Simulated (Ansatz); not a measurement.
K2H6PbO6 in space group R-3 (No. 148; K on 6c, H on 18f, Pb on 3a, O on 18f), LDA (plane waves, PAW; program Ansatz). The conduction-band minimum lies at Γ, with 1 equivalent valley. Second derivatives d²E/dk² of the lowest band at one valley (eV·Å²), along Cartesian directions:

```
direction  d²E/dk²
---------  -------
[100]        17.07
[010]        17.07
[001]        18.38
[110]        17.07
[101]        17.72
[011]        17.72
```

### Question
Find the principal effective masses, the density-of-states mass and the conductivity mass.

### Answer
Off-diagonal terms follow from H_xy = H[110] − (H_xx + H_yy)/2, and m*/mₑ = 7.620 eV·Å² over each eigenvalue: 0.41, 0.45, 0.45. One valley's DOS mass (m₁m₂m₃)^(1/3) = 0.44, conductivity mass 3/(Σ 1/mᵢ) = 0.44 mₑ.

### Question
What effective density of states Nc follows at 300 K for parabolic valleys?

### Answer
Nc = 2.509e19 × 1 × (0.44)^(3/2) ≈ 7.3e18 cm⁻³.

### Question
With the computed static dielectric constant 8.66 (mean of the diagonal), estimate a hydrogenic donor's binding energy and radius.

### Answer
E = 13.606 eV × 0.44/8.66² ≈ 80 meV; a = 0.529 Å × ε/m* ≈ 10 Å. Semilocal masses tend to be too small where the gap is.

The workflow started from a Materials Project entry (that database holds measured and hypothetical structures alike); the Crystallography Open Database copy checked does not list it. Its standing as an ambient phase is unchecked. Symmetry was held in the LDA relaxation; phonons on a q-mesh show no instability. Scalar-relativistic: spin–orbit coupling is off unless named, which matters more the heavier the elements.

Potentials: the later of the program's two PAW sets.
